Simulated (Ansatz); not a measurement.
MoS2:
```
CELL_PARAMETERS angstrom
      1.58804     0.91685     6.22404
     -1.58804     0.91685     6.22404
      0.00000    -1.83371     6.22404
ATOMIC_POSITIONS crystal
  Mo 0.00000 0.00000 0.00000
  S  0.74977 0.74977 0.74977
  S  0.58353 0.58353 0.58353
```

Cartesian axes are those of the cell as given.

**Question.** Give the high-frequency dielectric tensor and the Born effective charge tensors of the independent atoms from DFPT, r²SCAN+D4 in the plane-wave PAW code Ansatz.

**Answer.** 
ε∞:
```
14.7  0.00  0.00
0.00  14.7  0.00
0.00  0.00  5.76
```
Z* of atom 1 (Mo), rows: field, columns: displacement, in e:
```
-0.86   0.00   0.00
 0.00  -0.86   0.00
 0.00   0.00  -0.50
```
Z* of atom 2 (S), rows: field, columns: displacement, in e:
```
0.44  0.00  0.00
0.00  0.44  0.00
0.00  0.00  0.28
```
Z* of atom 3 (S), rows: field, columns: displacement, in e:
```
0.42  0.00  0.00
0.00  0.42  0.00
0.00  0.00  0.22
```

Static charges for comparison (Bader): Mo1 +1.31, S2 -0.66, S3 -0.66 e. Born charges measure polarisation by displacement and can exceed these by far.

Space group R3m. The cell was relaxed with r²SCAN+D4 under the symmetry of its start. No spin polarisation was allowed. Scalar-relativistic: spin–orbit coupling is off unless named, which matters more the heavier the elements.

Potentials: the later of the program's two PAW sets.
